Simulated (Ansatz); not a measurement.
Y2C (anti-CdI2 type, P-3m1) under volume change, PBEsol in the plane-wave PAW code Ansatz, shape and atoms relaxed at each volume.

```
V (Å³/atom)  E − E(relaxed) (meV/atom)  P (GPa)
-----------  -------------------------  -------
20.430                            37.3     6.37
21.104                            15.7     3.94
21.777                             3.7     1.81
22.451                             0.0     0.00
23.124                             3.3    -1.57
23.798                            12.6    -2.83
24.471                            26.8    -3.88
```

### Question
What does a third-order Birch–Murnaghan fit give for V₀, B₀ and B′?

### Answer
V₀ = 22.45 Å³/atom, B₀ = 55.0 GPa, B′ = 4.4.

A made-up cell: these elements were put on the sites of a structure type; neither database checked (COD, Materials Project) lists it. COD files the formula under space group No. 166, so this cell is another polymorph or a model. Whether it is the stable phase at ambient conditions was not checked. The PBEsol relaxation kept the symmetry of its start; of distortions, only those at the zone centre were tested. The run is not spin-polarised.

Potentials: the earlier of the program's two PAW sets.
